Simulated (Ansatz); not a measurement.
**Bi2S3: Quadrupolar parameters**

The cell is a Materials Project structure (computed, not necessarily an observed phase), atoms as given.

```cif
data_structure
_symmetry_space_group_name_H-M 'P 1'
_symmetry_Int_Tables_number 1
_cell_length_a 11.5936
_cell_length_b 3.9978
_cell_length_c 11.1606
_cell_angle_alpha 90.000
_cell_angle_beta 90.000
_cell_angle_gamma 90.000
_cell_volume 517.28
loop_
_atom_site_label
_atom_site_type_symbol
_atom_site_fract_x
_atom_site_fract_y
_atom_site_fract_z
_atom_site_occupancy
Bi1 Bi 0.01755 0.25000 0.32634 1
Bi2 Bi 0.98245 0.75000 0.67366 1
Bi3 Bi 0.48245 0.75000 0.82634 1
Bi4 Bi 0.51755 0.25000 0.17366 1
Bi5 Bi 0.15647 0.75000 0.03264 1
Bi6 Bi 0.84353 0.25000 0.96736 1
Bi7 Bi 0.34353 0.25000 0.53264 1
Bi8 Bi 0.65647 0.75000 0.46736 1
S9 S 0.45179 0.75000 0.37125 1
S10 S 0.54821 0.25000 0.62875 1
S11 S 0.04821 0.25000 0.87125 1
S12 S 0.95179 0.75000 0.12875 1
S13 S 0.12160 0.75000 0.44355 1
S14 S 0.87840 0.25000 0.55645 1
S15 S 0.37840 0.25000 0.94355 1
S16 S 0.62160 0.75000 0.05645 1
S17 S 0.71064 0.25000 0.30866 1
S18 S 0.28936 0.75000 0.69134 1
S19 S 0.78936 0.75000 0.80866 1
S20 S 0.21064 0.25000 0.19134 1
```

Atom numbers follow the list; atoms alike are taken as one site, whose name carries the number of the first.

Method: Kohn–Sham DFT in Ansatz, LDA, plane waves and PAW, scalar-relativistic, 420 eV cutoff, Γ-centred 3×7×3 k-points, Fermi–Dirac smearing 0.02 eV.

C_Q = eQV_zz/h, which is 24.18 MHz for Q = 1 b and V_zz = 10²¹ V/m²; η = (V_xx − V_yy)/V_zz.

²⁰⁹Bi: I = 9/2, Q = -516.0 mb; ³³S: I = 3/2, Q = -69.40 mb. Quadrupole moments are those of Pyykkö's year-2017 table.

| site | atoms (order as listed) | first shell | V_zz (10²¹ V/m²) | η | C_Q (MHz) |
| --- | --- | --- | --- | --- | --- |
| Bi1 | 1, 2, 3, 4 | 6 S at 2.68–3.07 Å | -10.49 | 0.78 | 131 |
| Bi5 | 5, 6, 7, 8 | 5 S at 2.60–2.97 Å; also 2 S at 3.41 Å | -21.0 | 0.12 | 262 |
| S9 | 9, 10, 11, 12 | 5 Bi at 2.60–3.07 Å | 5.06 | 0.79 | -8.49 |
| S13 | 13, 14, 15, 16 | 5 Bi at 2.68–3.41 Å | -9.35 | 0.28 | 15.7 |
| S17 | 17, 18, 19, 20 | 3 Bi at 2.70–2.74 Å | -3.26 | 0.37 | 5.47 |

At S17 V_zz stands upright on the plane through its three neighbours (within 1°).

Spin–orbit coupling is left out, which shifts gradients on Bi by a few per cent, and by more where contributions nearly cancel.

The run took 90 s of wall time (2.4 min of CPU time) and 1.3 GiB at its peak, on 2 threads of Intel Xeon Processor @ 2.50GHz (Skylake/Cascade Lake) (x86_64; 62 cores open to the job, memory cap 5.0 GiB, no GPU), a shared host with a load of 0.9 a core.
